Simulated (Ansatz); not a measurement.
Task: TaAs in space group I4_1md (No. 109; Ta on 4a, As on 4a) is relaxed with the program Ansatz at the LDA level (PAW). What lattice parameters of the conventional cell result?

Result: a = 3.405 Å, c = 11.511 Å.

Task: Give the free coordinates with the occupied sites.

Result: In one choice of origin and axes:

```json
[
 {"atom": "Ta", "site": "4a", "symmetry": "2mm.", "x": "0.0000", "y": "0.0000", "z": "0.7503"},
 {"atom": "As", "site": "4a", "symmetry": "2mm.", "x": "0.0000", "y": "0.0000", "z": "0.3323"}
]
```

Task: Is it a metal or does it have a gap at this level?

Result: No gap at this level.

Symmetry was held in the LDA relaxation. No spin polarisation was allowed. A small band overlap can be real or an error of a semilocal functional. Scalar-relativistic: spin–orbit coupling is off unless named, which matters more the heavier the elements.

Potentials: the earlier of the program's two PAW sets. The files were generated under PBE; for other functionals the program regenerates the frozen cores, and for LDA and PBEsol the local potential too.
